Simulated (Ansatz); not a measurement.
**P4N6O — ¹⁷O NMR of the central transition**

Cell: a Materials Project structure (computed, not necessarily an observed phase), taken as it stands.

Space group Pnnm (No. 58); a = 6.1034, b = 6.8399, c = 6.8233 Å.

| site | Wyckoff | site symmetry | x | y | z |
| --- | --- | --- | --- | --- | --- |
| P1 | 4f | ..2 | 0.0000 | 0.5000 | 0.8141 |
| P5 | 4g | ..m | 0.2946 | 0.3601 | 0.5000 |
| N9 | 8h | 1 | 0.1756 | 0.3801 | 0.7011 |
| N17 | 4g | ..m | 0.3982 | 0.1371 | 0.5000 |
| O | 2a | ..2/m | 0.5000 | 0.5000 | 0.5000 |

One atom of each set is listed.

All values are calculated (Ansatz; DFT, PBE, plane waves and PAW, scalar-relativistic, 420 eV cutoff, Γ-centred 4×4×4 k-points, Fermi–Dirac smearing 0.02 eV), not measured.

¹⁷O has I = 5/2 and Q = -25.58 mb (Pyykkö 2018); at 28.2 T its Larmor frequency is ν₀ = 162.8 MHz. Only the quadrupole interaction is simulated: positions count from each site's isotropic chemical shift, and J coupling is left out, as are shift anisotropy and dipolar coupling, which fast spinning averages.

(1) Simulate the second-order pattern (fast magic-angle spinning, Gaussian broadening 0.2 kHz) of site O (2 P at 1.58 Å, angle 180°).

Results:

(1) The calculation gives C_Q = -9.69 MHz and η = 0.10, so ν_Q = 1.45 MHz and the centre of gravity lies at -21.3 ppm (-3.47 kHz).

```csv
offset (kHz),height
-9.023,0
-8.749,1
-8.475,6
-8.201,6
-7.927,6
-7.653,7
-7.379,7
-7.105,7
-6.831,7
-6.557,7
-6.283,8
-6.009,8
-5.735,20
-5.461,65
-5.186,92
-4.912,66
-4.638,54
-4.364,49
-4.090,47
-3.816,46
-3.542,45
-3.268,46
-2.994,47
-2.720,49
-2.446,53
-2.172,58
-1.898,69
-1.624,100
-1.350,100
-1.076,57
-0.802,3
-0.528,0
```

At O V_zz points along the line of its two bonds (within 1°).

At this cell the PBE pressure is 7 GPa, so with PBE the cell would grow if it were relaxed. The entry's cell may itself be off. The largest force is 0.4 eV/Å, so the atoms aren't at the calculated equilibrium and relaxing them would move these values.
